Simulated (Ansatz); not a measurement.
**LiH: the volume at rest**

LiH in the rock-salt structure, starting from this typed cell of 8.06 Å³ an atom.

```
CELL_PARAMETERS angstrom
0.00000 2.00500 2.00500
2.00500 0.00000 2.00500
2.00500 2.00500 0.00000
ATOMIC_POSITIONS crystal
Li 0.00000 0.00000 0.00000
H 0.50000 0.50000 0.50000
```

DFT in Ansatz; k mesh 6×6×6; fixed occupations; no spin. Cell and atoms are relaxed to zero stress with the symmetry kept and no dispersion correction.

Caveats: coarse k mesh.

Task: What volume results under PBE, and how much do the potentials matter?

Result: 
```csv
functional,potentials,cutoff (eV),volume (Å³/atom),change (%)
PBE,all-electron PAW datasets (no frozen core),240,8.05,-0.2
PBE,Ansatz generated PAW,420,8.05,-0.1
PBE,Ansatz hand-made PAW,800,8.05,-0.2
PBE,JTH PAW,1170,8.07,0.2
PBE,PseudoDojo norm-conserving,1007,8.05,-0.1
PBE,Ansatz norm-conserving,1034,8.05,-0.2
```
